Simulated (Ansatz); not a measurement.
RbLuO$_{2}$ in space group R-3m (No. 166; Rb on 3a, Lu on 3b, O on 6c), PBE in the plane-wave PAW code Ansatz, all energies at zero smearing, with the estimated change up to a 700 eV cutoff added, with one set of potentials and settings (totals compare only within such a set). Cell of 4 atoms (1 Rb, 1 Lu, 2 O): -19140.323 eV.

```csv
element,reference phase,E (eV/atom)
Rb,"Cmcm, 2 atoms in the cell",-3267.3525
Lu,"P6_3/mmc, 2 atoms in the cell",-14732.4262
O,"C2/m, 4 atoms in the cell, spin-polarised",-565.0000
```

Formation energy per atom, worked out: (-19140.323 − 1×(-3267.3525) − 1×(-14732.4262) − 2×(-565.0000))/4 = -2.636 eV/atom (-254 kJ per mol of atoms), at 0 K, without zero-point energy or fitted corrections.

The workflow started from an entry of the Crystallography Open Database (COD). Whether it is the stable phase at ambient conditions was not checked. The PBE relaxation kept the symmetry of its start; its stability against distortions is not shown here. The references are the lowest solids computed at this level, not always the standard phases (solids in place of the gases). Spin–orbit coupling is left out wherever it is not named.

Potentials: the later of the program's two PAW sets.
